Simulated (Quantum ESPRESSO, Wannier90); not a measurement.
Wannier functions of HgS (zinc blende)

```xyz
2
Lattice="0.0000 2.9697 2.9697 2.9697 0.0000 2.9697 2.9697 2.9697 0.0000" Properties=species:S:1:pos:R:3 pbc="T T T"
Hg     0.0000     0.0000     0.0000
S     -1.4848    -1.4848    -1.4848
```

Materials Project entry mp-1123; symmetrised, unrelaxed at this level. COD (Crystallography Open Database) has the formula in 4 space groups, this one among them (matched by group alone). Method: PBEsol plane waves in Quantum ESPRESSO 7.5 (PseudoDojo norm-conserving files, 53 Ry, spinors with spin-orbit coupling), Bloch states on a 8×8×8 mesh through Γ, Wannier90 4.0.1. Density: 10×10×10 mesh, Gaussian smearing 0.01 Ry. With spin-orbit coupling a semilocal functional can close or falsely invert a small gap; the band order was not checked against a better method.

A tight-binding model is made by disentanglement and projection with no localisation steps (num_iter = 0), so the 26 orbitals stay atom-like: hydrogen-like Hg: s;p;d; S: s;p, axes along x, y, z; frozen window up to 3.00 eV relative to the Fermi level. It follows pw.x to 1.0 meV rms for states up to 1.0 eV relative to the Fermi level. Matrix elements depend on this choice of orbitals and windows.

The 45 largest hoppings ⟨m,0|H|n,R⟩ between different sites (one of each Hermitian pair; signs follow the real orbitals' lobes; the list may end inside a set of equal values):

```tsv
m	n	R	distance of the centres (Å)	t (eV)	Im t (eV)
S2 py↓	Hg1 px↓	0 0 0	2.57	1.170	0.027
Hg1 px↓	S2 py↓	0 0 1	2.57	1.170	-0.027
Hg1 px↑	S2 py↑	1 0 0	2.57	-1.170	0.027
Hg1 py↑	S2 px↑	1 0 0	2.57	-1.170	-0.027
S2 px↓	Hg1 py↓	0 0 0	2.57	1.170	-0.027
Hg1 py↓	S2 px↓	0 0 1	2.57	1.170	0.027
Hg1 px↑	S2 py↑	0 1 0	2.57	-1.170	0.027
Hg1 px↓	S2 py↓	0 1 0	2.57	-1.170	-0.027
Hg1 py↑	S2 px↑	0 1 0	2.57	-1.170	-0.027
S2 py↑	Hg1 px↑	0 0 0	2.57	1.170	-0.027
Hg1 px↑	S2 py↑	0 0 1	2.57	1.170	0.027
Hg1 py↑	S2 px↑	0 0 1	2.57	1.170	-0.027
Hg1 py↓	S2 px↓	0 1 0	2.57	-1.170	0.027
Hg1 px↓	S2 py↓	1 0 0	2.57	-1.170	-0.027
S2 px↑	Hg1 py↑	0 0 0	2.57	1.170	0.027
Hg1 py↓	S2 px↓	1 0 0	2.57	-1.170	0.027
Hg1 px↑	S2 pz↑	1 0 0	2.57	-1.170	0.021
S2 pz↓	Hg1 px↓	0 0 0	2.57	1.170	0.021
Hg1 py↑	S2 pz↑	1 0 0	2.57	1.170	0.021
Hg1 px↑	S2 pz↑	0 0 1	2.57	-1.170	-0.021
Hg1 px↓	S2 pz↓	0 0 1	2.57	-1.170	0.021
Hg1 py↓	S2 pz↓	0 0 1	2.57	-1.170	-0.021
Hg1 px↓	S2 pz↓	0 1 0	2.57	1.170	0.021
S2 pz↓	Hg1 py↓	0 0 0	2.57	1.170	-0.021
Hg1 px↑	S2 pz↑	0 1 0	2.57	1.170	-0.021
Hg1 py↑	S2 pz↑	0 1 0	2.57	-1.170	-0.021
Hg1 py↓	S2 pz↓	0 1 0	2.57	-1.170	0.021
S2 pz↑	Hg1 px↑	0 0 0	2.57	1.170	-0.021
S2 pz↑	Hg1 py↑	0 0 0	2.57	1.170	0.021
Hg1 py↑	S2 pz↑	0 0 1	2.57	-1.170	0.021
Hg1 px↓	S2 pz↓	1 0 0	2.57	-1.170	-0.021
Hg1 py↓	S2 pz↓	1 0 0	2.57	1.170	-0.021
Hg1 pz↓	S2 px↓	0 1 0	2.57	1.170	0.000
Hg1 pz↓	S2 py↓	0 1 0	2.57	-1.170	0.000
S2 px↓	Hg1 pz↓	0 0 0	2.57	1.170	0.000
S2 py↓	Hg1 pz↓	0 0 0	2.57	1.170	0.000
Hg1 pz↓	S2 px↓	0 0 1	2.57	-1.170	0.000
Hg1 pz↓	S2 py↓	0 0 1	2.57	-1.170	0.000
Hg1 pz↑	S2 px↑	0 0 1	2.57	-1.170	0.000
Hg1 pz↑	S2 py↑	0 0 1	2.57	-1.170	0.000
Hg1 pz↑	S2 px↑	1 0 0	2.57	-1.170	0.000
Hg1 pz↑	S2 py↑	1 0 0	2.57	1.170	0.000
Hg1 pz↓	S2 px↓	1 0 0	2.57	-1.170	0.000
Hg1 pz↓	S2 py↓	1 0 0	2.57	1.170	0.000
S2 px↑	Hg1 pz↑	0 0 0	2.57	1.170	0.000
```
